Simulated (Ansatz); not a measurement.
Input file for Ansatz (a program for electronic structure):

Ansatz 0.2 input:
```yaml
crystal:
  lattice:
    - [-2.7056336142, 2.7056336142, 5.9923385736]
    - [2.7056336142, -2.7056336142, 5.9923385736]
    - [2.7056336142, 2.7056336142, -5.9923385736]
  atoms:
    - { symbol: Sr, position: [0.0, 0.0, 0.0] }
    - { symbol: Sr, position: [0.75, 0.25, 0.5] }
    - { symbol: Mo, position: [0.5, 0.5, 0.0] }
    - { symbol: Mo, position: [0.25, 0.75, 0.5] }
    - { symbol: O, position: [0.0305628023, 0.4321857311, 0.125815886] }
    - { symbol: O, position: [0.1821857311, 0.5563698451, 0.9016229288] }
    - { symbol: O, position: [0.3063698451, 0.9047469163, 0.874184114] }
    - { symbol: O, position: [0.6547469163, 0.2805628023, 0.0983770712] }
    - { symbol: O, position: [0.7194371977, 0.8178142689, 0.374184114] }
    - { symbol: O, position: [0.5678142689, 0.6936301549, 0.5983770712] }
    - { symbol: O, position: [0.4436301549, 0.3452530837, 0.625815886] }
    - { symbol: O, position: [0.0952530837, 0.9694371977, 0.4016229288] }
kpoints:
  mp_grid: { grid: [6, 6, 6] }
hamiltonian:
  xc: r2scan
  pseudopotentials: { kind: paw }
scf:
  occupations: { method: fixed }
output:
  optics: { e_range: [0.0, 15.0], de: 0.05, sigma: 0.1, bands: { spectra_wanted_up_to: 12 eV } }
```

Output (shortened):

```
output.optics: the spectra are integrated over the Brillouin zone by k·p interpolation around the k-points, where levels, occupations, output.optics.sigma and …
Pseudopotential: Sr, paw, valence charge 10
Pseudopotential: Mo, paw, valence charge 14
Pseudopotential: O, paw, valence charge 6
Functional definition: r2SCAN
Crystal: 12 atoms, lattice volume = 175.467 Å³
Basis set: ecut = 500 eV, 4373 PW (Γ), exchange–correlation on 216×216×216 points (64 copies of the dense FFT grid, shifted against one another)
Bands: 60, of which v1, the nominal top of the filled ones, is band 48 counted from 1 (47 counted from 0)
Symmetry: 8 space group operations
Space group: I41/a (ITA 88), of the structure as read, at distance tolerance 5.6e-5 Å
k-points: 36 of 216
SCF iter   1: F=—  HF=-21606.482651 eV  |F-HF|=—  |Δ(HF+E_count)|=         —  Δρ=1.44e-2  dr2=5.62e-1  dr2_τ=7.58e-1  ethr=1.77e-3  ⟨swp⟩=5.1  Hψ=8131  notcnv=0  defer=330
preconditioner: auto → Resta (q_TF=auto, 2.467 Å⁻¹)
SCF iter   2: F=—  HF=-21606.572304 eV  |F-HF|=—  |Δ(HF+E_count)|=   8.97e-2  Δρ=8.29e-3  dr2=7.56e-2  dr2_τ=4.81e-2  ethr=5.86e-4  ⟨swp⟩=3.3  Hψ=4139  notcnv=0  defer=310
SCF iter   3: F=—  HF=-21606.562228 eV  |F-HF|=—  |Δ(HF+E_count)|=   1.01e-2  Δρ=2.86e-3  dr2=6.45e-3  dr2_τ=7.10e-4  ethr=7.88e-5  ⟨swp⟩=2.0  Hψ=2866  notcnv=0  defer=356
SCF iter   4: F=—  HF=-21606.561760 eV  |F-HF|=—  |Δ(HF+E_count)|=   4.68e-4  Δρ=5.88e-4  dr2=3.38e-4  dr2_τ=6.46e-5  ethr=6.71e-6  ⟨swp⟩=2.0  Hψ=2806  notcnv=0  defer=360
SCF iter   5: F=—  HF=-21606.561840 eV  |F-HF|=—  |Δ(HF+E_count)|=   7.95e-5  Δρ=1.14e-4  dr2=1.99e-5  dr2_τ=2.47e-6  ethr=3.52e-7  ⟨swp⟩=3.0  Hψ=4162  notcnv=0  defer=297
SCF iter   6: F=—  HF=-21606.561844 eV  |F-HF|=—  |Δ(HF+E_count)|=   4.02e-6  Δρ=3.19e-5  dr2=1.92e-6  dr2_τ=5.84e-7  ethr=2.07e-8  ⟨swp⟩=2.0  Hψ=2811  notcnv=0  defer=288
SCF iter   7: F=—  HF=-21606.562106 eV  |F-HF|=—  |Δ(HF+E_count)|=   2.62e-4  Δρ=9.95e-6  dr2=2.05e-7  dr2_τ=1.14e-8  ethr=2.00e-9  ⟨swp⟩=2.0  Hψ=2222  notcnv=0  defer=288
SCF iter   8: F=—  HF=-21606.562106 eV  |F-HF|=—  |Δ(HF+E_count)|=   4.33e-8  Δρ=1.58e-6  dr2=4.16e-9  dr2_τ=1.63e-9  ethr=2.14e-10  ⟨swp⟩=2.4  Hψ=3230  notcnv=0  defer=288
SCF iter  10: F=-21606.562106 eV  HF=-21606.562106 eV  |F-HF|=7.28e-12  |Δ(HF+E_count)|=  1.42e-10  Δρ=6.30e-8  dr2=7.58e-12  dr2_τ=8.81e-13  ethr=1.00e-12  ⟨swp⟩=14.8  Hψ=10947  notcnv=0
SCF 1 converged in 10 iterations: F = -21606.562106 eV  dr2 = 7.58e-12
NSCF: frozen V_eff on 36 k-points
Optics k sum: 0 of 36 k-points
Optics k sum: 2 of 36 k-points
Optics k sum: 4 of 36 k-points
Optics k sum: 6 of 36 k-points
Optics k sum: 8 of 36 k-points
Optics k sum: 9 of 36 k-points
Optics k sum: 11 of 36 k-points
Optics k sum: 13 of 36 k-points
Optics k sum: 15 of 36 k-points
Optics k sum: 17 of 36 k-points
Optics k sum: 18 of 36 k-points
Optics k sum: 20 of 36 k-points
Optics k sum: 22 of 36 k-points
Optics k sum: 24 of 36 k-points
Optics k sum: 26 of 36 k-points
Optics k sum: 27 of 36 k-points
Optics k sum: 29 of 36 k-points
Optics k sum: 31 of 36 k-points
Optics k sum: 33 of 36 k-points
Optics k sum: 35 of 36 k-points
Optics k sum: 36 of 36 k-points
Optics k sum: 0 of 36 k-points
Optics k sum: 2 of 36 k-points
Optics k sum: 4 of 36 k-points
Optics k sum: 6 of 36 k-points
Optics k sum: 8 of 36 k-points
Optics k sum: 9 of 36 k-points
Optics k sum: 11 of 36 k-points
Optics k sum: 13 of 36 k-points
Optics k sum: 15 of 36 k-points
Optics k sum: 17 of 36 k-points
Optics k sum: 18 of 36 k-points
Optics k sum: 20 of 36 k-points
Optics k sum: 22 of 36 k-points
Optics k sum: 24 of 36 k-points
Optics k sum: 26 of 36 k-points
Optics k sum: 27 of 36 k-points
Optics k sum: 29 of 36 k-points
Optics k sum: 31 of 36 k-points
Optics k sum: 33 of 36 k-points
Optics k sum: 35 of 36 k-points
Optics k sum: 36 of 36 k-points
NSCF: frozen V_eff on 1 k-points
NSCF: frozen V_eff on 1 k-points
NSCF: frozen V_eff on 1 k-points
output.optics: what the bands over the 95 summed would add to eps1, eps2 and the energy-loss function is held between a lower and an upper bound (9 Lanczos …
SCF converged after 10 iterations
Free energy (F): -21606.562106 eV
Harris-Foulkes:  -21606.562106 eV  (|F-HF|=7.28e-12)
Internal energy: -21606.562106 eV  (E = F + TS)
E sigma→0 (E₀):  -21606.562106 eV
Fermi energy:    5.924789 eV
--- Per-component energies (eV) ---
  E_band       = -786.418797
  E_kinetic    = 2773.625439
  E_local      = -7195.845475  (includes V_loc(G=0)·N_el)
  E_nonlocal   = 1061.668038
  E_hartree    = 2420.744274
  E_xc         = -1270.073145
  E_vxc        = -1713.309706  (∫ρ·V_xc dr)
  E_paw        = -13141.843901  (= ΣΔE_a)
  E_vpaw       = -662.881689  (= ΣTr[D̂ρ^β])
  E_aug_tail   = 0.008097  (compensation charges beyond the density's cutoff)
  E_vtau       = 108.827900  (kinetic-family band-sum trace: ∫τ·v_τ [+ j·A + Jᵃ·Aᵃ] dr)
  E_ewald      = -6253.855425
  E_core_change = -0.990008  (= ΣΔE_core)
  E_smearing   =  0.000000  (= −TS)
  E_closure    =  0.000000  (closes the sum)
  Σ components = -21606.562106   (vs F -21606.562106, Δ=0.00e0)
  [band-id]    e_kinetic+e_local+e_nonlocal+2·e_hartree+e_vxc+e_vpaw+e_augmentation_tail+e_vtau = -786.418848   (vs E_band -786.418797, Δ=-5.12e-5)
--- Band table (eV; the first three rows and the last of 36) ---
  k-point 0: bands = ["-56.5907", "-56.5896", "-30.1618", "-30.1618", "-30.1577", "-30.1577", "-30.1308", "-30.1105", "-26.7302", "-26.6992", "-11.6607", "-11.3729", "-11.0751", "-11.0751", "-11.0092", "-10.9748", "-10.9026", "-10.9026", "-8.0666", "-8.0666", …
  k-point 1: bands = ["-56.5907", "-56.5897", "-30.1618", "-30.1616", "-30.1585", "-30.1582", "-30.1290", "-30.1116", "-26.7277", "-26.7011", "-11.6753", "-11.3413", "-11.1282", "-11.0712", "-11.0255", "-11.0040", "-10.9275", "-10.8044", "-8.0890", "-8.0554", …
  k-point 2: bands = ["-56.5905", "-56.5899", "-30.1618", "-30.1610", "-30.1601", "-30.1592", "-30.1246", "-30.1147", "-26.7216", "-26.7066", "-11.5990", "-11.2548", "-11.2080", "-11.1132", "-11.0479", "-11.0051", "-10.9464", "-10.8298", "-8.0999", "-8.0381", …
  k-point 35: bands = ["-56.5902", "-56.5902", "-30.1655", "-30.1655", "-30.1540", "-30.1540", "-30.1208", "-30.1208", "-26.7145", "-26.7145", "-11.5884", "-11.5884", "-11.1522", "-11.1522", "-10.9100", "-10.9100", "-10.8066", "-10.8066", "-8.1707", …
```

Cost: roughly 14 core-minutes on shared cores.

Space group I4_1/a. The first step of the workflow began from a Materials Project structure, measured or hypothetical; the Crystallography Open Database files this formula in space group No. 88, but the cells were not matched. Its standing as an ambient phase is unchecked. The cell was relaxed with r²SCAN under the symmetry of its start; whether a distortion lowers the energy is not shown. No spin polarisation was allowed. No Hubbard U is applied. Spin–orbit coupling is left out wherever it is not named.

Potentials: the later of the program's two PAW sets.

Ansatz is a plane-wave DFT program.
